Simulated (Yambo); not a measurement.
G0W0@LDA for BaTiO$_{3}$ (cubic perovskite, space group Pm-3m, No. 221) in Yambo. Reference settings: 4×4×4 Γ-centred k mesh, bands 2 to 125 and a 8 Ry block in the screening, 125 bands in G with the Bruneval-Gonze terminator, plasmon pole fitted at 27.2 eV. The LDA gap R → Γ on this mesh is 1.74 eV; G0W0 gaps are taken between the same points.

With and without the terminator, as bands are cut:

```tsv
bands in G (in W)	gap, terminator (eV)	gap, none (eV)	valence shift, terminator (eV)	valence shift, none (eV)
35 (35)	3.323	3.593	0.044	0.429
51 (51)	3.248	3.446	-0.065	0.334
72 (72)	3.244	3.406	-0.185	0.166
96 (96)	3.235	3.356	-0.244	0.044
125 (125)	3.240	3.331	-0.281	-0.062
```

Over this range the gap spans 0.088 eV with the terminator and 0.262 eV without, the valence shift 0.325 eV and 0.491 eV. Neither column has reached its limit for certain.

Geometry of the Materials Project entry, not relaxed at this level; primitive cell a = 4.008 Å, b = 4.008 Å, c = 4.008 Å, α = 90.00°, β = 90.00°, γ = 90.00°.

This is not the ordinary phase of the substance.

A shift is the quasiparticle energy of the state minus its LDA energy.
